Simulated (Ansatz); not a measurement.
AsRu (CsCl type, space group No. 221) under volume change, PBEsol in the plane-wave PAW code Ansatz, scaled uniformly.

```tsv
V (Å³/atom)	E − E(relaxed) (meV/atom)	P (GPa)
12.782	?	?
13.203	38.9	15.83
13.624	9.0	7.14
14.046	0.0	0.00
14.467	?	?
14.889	30.5	-11.08
15.310	65.5	-15.41
```

Problem. What belongs in the gaps?

Solution. 
- 14.467, E − E(relaxed) (meV/atom): 8.0
- 14.467, P (GPa): -5.92
- 12.782, E − E(relaxed) (meV/atom): 93.8
- 12.782, P (GPa): 26.28

Problem. What does a third-order Birch–Murnaghan fit give for V₀, B₀ and B′?

Solution. V₀ = 14.05 Å³/atom, B₀ = 220 GPa, B′ = 4.9.

Space group Pm-3m (CsCl type). A made-up cell: these elements were put on the sites of a structure type; neither database checked (COD, Materials Project) lists it. Whether it is the stable phase at ambient conditions was not checked. The PBEsol relaxation kept the symmetry of its start; whether a distortion lowers the energy is not shown. No spin polarisation was allowed. Scalar-relativistic: spin–orbit coupling is off unless named, which matters more the heavier the elements.

Potentials: the earlier of the program's two PAW sets. The files were generated under PBE; for other functionals the program regenerates the frozen cores, and for LDA and PBEsol the local potential too.
